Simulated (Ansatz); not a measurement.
Two states of KNiN

```
CELL_PARAMETERS angstrom
3.93391 0.00000 0.00000
0.00000 3.93391 0.00000
0.00000 0.00000 7.70061
ATOMIC_POSITIONS crystal
K 0.00000 0.00000 0.25000
K 0.00000 0.00000 0.75000
Ni 0.50000 0.50000 0.00000
Ni 0.50000 0.50000 0.50000
N 0.00000 0.50000 0.00000
N 0.50000 0.00000 0.50000
```

The numbers come from plane-wave PAW DFT (Ansatz): r2SCAN, 500 eV, 5×5×3 Γ-centred k points, gaussian occupations (width 0.0105 eV). Nothing was relaxed.

State A: Ni3 along (0.00, 0.00, 1.00), Ni4 along (0.00, 0.00, -1.00), N5 along (0.00, 0.00, 1.00), N6 along (0.00, 0.00, -1.00) (spinors with spin-orbit coupling). State B: no moments (spinors with spin-orbit coupling).

Question: Which state is lower, and how do they differ?

Answer: State A is lower by 7.2 meV an atom at zero smearing. So small a gap isn't resolved on this mesh where a state is a metal.

```json
{"state": "A", "free energy (meV/atom)": "0.0", "largest moment in a small sphere (μB)": "1.16", "net moment (μB/cell)": "0.00", "gap on mesh (eV)": "metal", "pressure (GPa)": "-7.0", "largest force (eV/Å)": "0.00"}
{"state": "B", "free energy (meV/atom)": "7.2", "largest moment in a small sphere (μB)": "0.25", "net moment (μB/cell)": "0.80", "gap on mesh (eV)": "metal", "pressure (GPa)": "-10.9", "largest force (eV/Å)": "0.00"}
```

Origin: a known structure type with other elements, at an estimated volume, so it need not be a known compound. Caveats: semilocal functionals often miss the gap of such magnets; the k mesh is coarse if the cell is a metal.
